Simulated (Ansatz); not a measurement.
Input and command of a plane-wave DFT calculation in Ansatz:

```yaml
crystal:
  lattice:
    - [0.0, 2.7350468812, 2.7350468812]
    - [2.7350468812, 0.0, 2.7350468812]
    - [2.7350468812, 2.7350468812, 0.0]
  atoms:
    - { symbol: Si, position: [0.75, 0.75, 0.75] }
    - { symbol: Si, position: [0.5, 0.5, 0.5] }
basis:
  ecutwfc: 420
  xc_grid: 2
kpoints:
  mp_grid: { grid: [8, 8, 8] }
  band_path: { path: [VBM, CBM], npoints: 2 }
hamiltonian:
  xc: pbe
scf:
  occupations: { method: gaussian, width: 0.01 }
output:
  forces: true
  stress: true
  eigenvalues: true
```

```bash
ansatz run input.yaml --threads 4 --pin off --max-ram 8192MiB --backend cpu --events-out ev --progress --plain --runs-dir out
```

Processor: Intel(R) Xeon(R) Processor @ 2.10GHz (Emerald Rapids), 4 threads, on a host shared with other jobs.

**Question.** How long does it run, and how much memory does it take?

**Answer.** About 4 s on 4 threads of Intel(R) Xeon(R) Processor @ 2.10GHz (Emerald Rapids) (shared host), peak memory 0.3 GiB. It solves 8 bands at 29 k points (the mesh reduced by the symmetry that the task leaves, which can be less than the crystal's) with about 821 plane waves, in 6 SCF iterations.
